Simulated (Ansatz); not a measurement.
ZrCl4:
```xyz
10
Lattice="6.3651 0.0000 0.0000 0.0000 7.4773 0.0000 -2.0330 0.0000 5.9393" Properties=species:S:1:pos:R:3 pbc="T T T"
Zr    -1.5248     6.2087     4.4545
Zr    -0.5083     1.2686     1.4848
Cl     4.6992     2.7398     0.1128
Cl    -0.3671     4.7376     5.8265
Cl     0.6494     2.7398     2.8569
Cl     3.6827     4.7376     3.0824
Cl     0.4290     6.6833     2.9662
Cl     3.9031     0.7940     2.9731
Cl     4.9196     6.6833     0.0034
Cl    -0.5876     0.7940     5.9359
```

Relaxed with r²SCAN+D4.

Problem. Give the Bader charges and basin volumes of the independent atoms, the program Ansatz at the r²SCAN+D4 level (PAW).

Solution. 

| atom | Bader charge (e) | Bader volume (Å³) |
|---|---|---|
| Zr1 | +2.41 | 12.1 |
| Cl3 | -0.55 | 33.7 |
| Cl7 | -0.65 | 30.3 |

Space group P2/c. The first step of the workflow began from a Materials Project structure, measured or hypothetical; the Crystallography Open Database files this formula in space group No. 13, but the cells were not matched. Its standing as an ambient phase is unchecked. Symmetry was held in the r²SCAN+D4 relaxation; whether a distortion lowers the energy is not shown. The run is not spin-polarised.

Potentials: the earlier of the program's two PAW sets. The files were generated under PBE; for other functionals the program regenerates the frozen cores, and for LDA and PBEsol the local potential too.
